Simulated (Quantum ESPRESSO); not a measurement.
## Calculated data, MgTi₅InSn (simulated cell), MgZr₂Al₂In₂W (simulated cell), MgZr₄AlAg₂ (simulated cell)

Calculation on a made-up metal alloy cell, not a measurement: no spin or spin-orbit, unrelaxed, 2900 K smearing, stress positive in tension, cell energy less fitted offsets; periodic Kohn-Sham density functional theory in plane waves with PseudoDojo standard norm-conserving scalar-relativistic pseudopotentials, each functional with its own files (v0.5 for PBE, v0.4.1 for LDA and PBEsol), eight atoms on drawn sites of a strained close-packed or body-centred lattice, each displaced and held fixed; the energy is the cell's free energy, ions and the entropy term -TS included, at the stated Fermi-Dirac width, less a fixed offset for each atom's element (shifted free energy); compositions with an open d shell lost a parallel starting moment in a cheaper test run, and other magnetic orders were not tried; an error bar is the largest change of its kind in a tighter rerun, never given below 0.002 eV, 0.02 GPa or 0.003 eV/angstrom, and covers cutoff and k-mesh only, not smearing or the files. Program: Quantum ESPRESSO 7.5.

Settings shared by all entries: functional pbe; cutoff 1143 eV; fermi dirac smearing 0.25 eV; electrons removed 0.

Notes on all entries: a spin test at this wide smearing found no moment, but such smearing suppresses magnetism that the real alloy may have; lattice, volume and sites are drawn at random and may be unstable or far from any real phase; energies are for the whole cell, less offsets fitted to these runs, so they are not formation energies.

```json
{"entry": 1, "formula": "MgTi5InSn", "kind": "simulated cell", "structure": {"cell_angstrom": [[0.0041, -2.1356, -2.1139], [0.0449, 4.2778, -4.2346], [8.4994, 0.0367, -0.053]], "atoms_fractional": [["Ti", 0.01034, -0.01001, 0.00218], ["Ti", 0.00072, -0.00079, 0.49831], ["Ti", 0.01369, 0.49685, 0.0005], ["Ti", -0.00222, 0.48942, 0.49609], ["Sn", 0.47893, 0.25004, 0.25577], ["Ti", 0.50438, 0.23723, 0.74734], ["Mg", 0.49828, 0.74452, 0.25172], ["In", 0.50869, 0.74223, 0.74812]]}, "settings": {"lattice_type": "face-centred cubic", "run_command": "pw.x -nk 1 -in in", "run_processor": "AMD EPYC, Zen 5, virtual cores", "k_mesh": "8 x 4 x 3 shifted half a step off Gamma on each axis", "atom_site": [1, 2, 3, 4, 5, 6, 7, 8], "atom_energy_offset [eV]": [-1615.4, -1615.4, -1615.4, -1615.4, -2144.16, -1615.4, -1616.19, -1808.02]}, "results": {"entropy_term_negative_ts [eV]": -1.995, "pressure [GPa]": -0.98, "stress_xx [GPa]": 0.99, "stress_yy [GPa]": 1.11, "stress_zz [GPa]": 0.84, "stress_yz [GPa]": -0.77, "stress_xz [GPa]": -0.92, "stress_xy [GPa]": 0.53, "force_site": [1, 2, 3, 4, 5, 6, 7, 8], "force_x [eV/angstrom]": [-0.456, 0.495, -0.328, 0.735, -0.535, 0.138, -0.03, -0.017], "force_y [eV/angstrom]": [0.423, 0.098, -0.229, -0.085, -0.333, 0.148, 0.011, -0.032], "force_z [eV/angstrom]": [-0.299, -0.073, 0.446, 0.127, -0.021, -0.14, -0.114, 0.075], "shifted_free_energy [eV]": -0.716}, "notes": ["the tin pseudopotential is less sure than most, with forces differing by about three percent from a second method on plain tin", "error bars: energy 0.0041 eV, stress 0.067 GPa, force 0.011 eV/Å, from a tighter rerun of this cell", "20 SCF iterations, 1710 s of wall time on a shared machine"]}
{"entry": 2, "formula": "MgZr2Al2In2W", "kind": "simulated cell", "structure": {"cell_angstrom": [[-2.1639, -4.4389, -2.1733], [-4.5104, 2.286, 2.223], [-0.0327, 4.5032, -4.4425]], "atoms_fractional": [["Al", -0.0145, -0.01864, 0.00123], ["In", -0.03375, 0.01666, 0.47617], ["W", -0.00839, 0.51763, 0.23985], ["Al", -0.03394, 0.50334, 0.6938], ["In", 0.52145, 0.24837, 0.41204], ["Zr", 0.49463, 0.25311, 0.88169], ["Mg", 0.46086, 0.76403, 0.10009], ["Zr", 0.49555, 0.78036, 0.60319]]}, "settings": {"lattice_type": "face-centred cubic", "run_command": "pw.x -nk 1 -in in", "run_processor": "AMD EPYC, Zen 5, virtual cores", "k_mesh": "5 x 4 x 4 shifted half a step off Gamma on each axis", "atom_site": [1, 2, 3, 4, 5, 6, 7, 8], "atom_energy_offset [eV]": [-63.26, -1808.02, -2063.48, -63.26, -1808.02, -1377.61, -1616.19, -1377.61]}, "results": {"entropy_term_negative_ts [eV]": -1.442, "pressure [GPa]": -5.51, "stress_xx [GPa]": 2.97, "stress_yy [GPa]": 5.82, "stress_zz [GPa]": 7.75, "stress_yz [GPa]": -0.81, "stress_xz [GPa]": 1.9, "stress_xy [GPa]": -1.11, "force_site": [1, 2, 3, 4, 5, 6, 7, 8], "force_x [eV/angstrom]": [-0.038, -0.076, 0.099, -0.93, -0.586, -1.086, 0.526, 2.09], "force_y [eV/angstrom]": [0.364, -1.278, 0.005, 0.055, 0.371, 0.361, -0.345, 0.466], "force_z [eV/angstrom]": [0.029, -0.589, 0.128, -0.916, 2.359, 0.106, -0.272, -0.846], "shifted_free_energy [eV]": 1.265}, "notes": ["heavy elements are run without spin-orbit coupling, which real alloys of them have", "error bars: energy 0.002 eV, stress 0.059 GPa, force 0.0058 eV/Å, from a tighter rerun of this cell", "12 SCF iterations, 1085 s of wall time on a shared machine"]}
{"entry": 3, "formula": "MgZr4AlAg2", "kind": "simulated cell", "structure": {"cell_angstrom": [[3.099, -0.0039, -0.0554], [-0.0068, 5.5206, -0.0176], [-0.1826, -0.0334, 10.2617]], "atoms_fractional": [["Mg", -0.02202, -0.00141, -0.00348], ["Zr", 0.00418, 0.02275, 0.49008], ["Zr", 0.03146, 0.34243, 0.24237], ["Ag", -0.00045, 0.35095, 0.76454], ["Zr", 0.45002, 0.51083, 0.00407], ["Al", 0.49805, 0.50496, 0.50172], ["Zr", 0.48723, 0.81785, 0.25171], ["Ag", 0.47775, 0.83142, 0.75132]]}, "settings": {"lattice_type": "hexagonal close-packed", "run_command": "mpirun -np 4 pw.x -nk 4 -in in", "run_processor": "Intel Xeon, 2023 or later, virtual cores", "k_mesh": "8 x 4 x 3 shifted half a step off Gamma on each axis", "atom_site": [1, 2, 3, 4, 5, 6, 7, 8], "atom_energy_offset [eV]": [-1616.19, -1377.61, -1377.61, -4218.03, -1377.61, -63.26, -1377.61, -4218.03]}, "results": {"entropy_term_negative_ts [eV]": -1.491, "pressure [GPa]": -1.87, "stress_xx [GPa]": 1.52, "stress_yy [GPa]": 0.87, "stress_zz [GPa]": 3.23, "stress_yz [GPa]": 0.11, "stress_xz [GPa]": -0.41, "stress_xy [GPa]": -0.92, "force_site": [1, 2, 3, 4, 5, 6, 7, 8], "force_x [eV/angstrom]": [-0.175, -0.129, -0.404, -0.238, 0.462, 0.091, 0.281, 0.112], "force_y [eV/angstrom]": [0.384, -0.395, -0.39, -0.181, -0.301, 0.32, 0.543, 0.019], "force_z [eV/angstrom]": [-0.54, 0.537, 1.131, -0.529, -0.281, 0.099, -0.209, -0.209], "shifted_free_energy [eV]": -0.245}, "notes": ["error bars: energy 0.0042 eV, stress 0.066 GPa, force 0.0041 eV/Å, from a tighter rerun of this cell", "17 SCF iterations, 208 s of wall time on a shared machine"]}
{"entry": 4, "formula": "MgZr4AlAg2", "kind": "simulated cell", "structure": {"cell_angstrom": [[3.099, -0.0039, -0.0554], [-0.0068, 5.5206, -0.0176], [-0.1826, -0.0334, 10.2617]], "atoms_fractional": [["Zr", -0.02202, -0.00141, -0.00348], ["Zr", 0.00418, 0.02275, 0.49008], ["Mg", 0.03146, 0.34243, 0.24237], ["Al", -0.00045, 0.35095, 0.76454], ["Zr", 0.45002, 0.51083, 0.00407], ["Zr", 0.49805, 0.50496, 0.50172], ["Ag", 0.48723, 0.81785, 0.25171], ["Ag", 0.47775, 0.83142, 0.75132]]}, "settings": {"lattice_type": "hexagonal close-packed", "run_command": "mpirun -np 4 pw.x -nk 4 -in in", "run_processor": "Intel Xeon, 2023 or later, virtual cores", "k_mesh": "8 x 4 x 3 shifted half a step off Gamma on each axis", "atom_site": [1, 2, 3, 4, 5, 6, 7, 8], "atom_energy_offset [eV]": [-1377.61, -1377.61, -1616.19, -63.26, -1377.61, -1377.61, -4218.03, -4218.03]}, "results": {"entropy_term_negative_ts [eV]": -1.686, "pressure [GPa]": -3.05, "stress_xx [GPa]": 3.45, "stress_yy [GPa]": 4.98, "stress_zz [GPa]": 0.73, "stress_yz [GPa]": 0.16, "stress_xz [GPa]": -0.77, "stress_xy [GPa]": -0.67, "force_site": [1, 2, 3, 4, 5, 6, 7, 8], "force_x [eV/angstrom]": [-0.115, -0.127, -0.304, -0.17, 0.534, 0.158, 0.048, -0.025], "force_y [eV/angstrom]": [0.315, -0.048, -0.17, -0.071, -0.155, -0.039, 0.159, 0.009], "force_z [eV/angstrom]": [0.033, 0.681, 0.447, -0.714, -0.793, 0.669, -0.095, -0.228], "shifted_free_energy [eV]": -0.093}, "notes": ["error bars: energy 0.0042 eV, stress 0.066 GPa, force 0.0041 eV/Å, from a tighter rerun of a related cell, whose elements or sites may differ", "16 SCF iterations, 206 s of wall time on a shared machine"]}
```
